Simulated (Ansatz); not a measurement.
Values for one crystal, relaxed and computed with the program Ansatz at the r²SCAN level (PAW); other levels are named.

| Quantity | Value |
|---|---|
| Volume per atom | 11.87 Å³ |
| Electronic character | metallic (no gap) |
| Pressure derivative B′ | 3.4 |
| Mechanical stability | stable (all eigenvalues of C positive) |
| Elastic constants (relaxed ions, GPa) | C11 = 169, C12 = 111, C44 = 31.1 |
| Debye temperature from the elastic constants | 661 K |
| Hill bulk and shear moduli | 130 and 30.4 GPa |

Q: Which compound is it?
(A) B, Pm-3m (B on 6f)
(B) Ge, β-Sn type
(C) Si, Ia-3 (Si on 16c)
(D) Ge, R-3 (Ge on 6c, Ge on 18f)

A: A, B, Pm-3m (B on 6f)

The start of the workflow was typed in or built on a structure type; neither database checked (COD, Materials Project) lists it. It is not the phase usual at ambient conditions (space group No. 166). The r²SCAN relaxation kept the symmetry of its start; whether a distortion lowers the energy is not shown. As this level gives no gap, shear constants depend on the k-mesh and smearing (Fermi–Dirac, 0.1 eV here).

Potentials: the earlier of the program's two PAW sets.
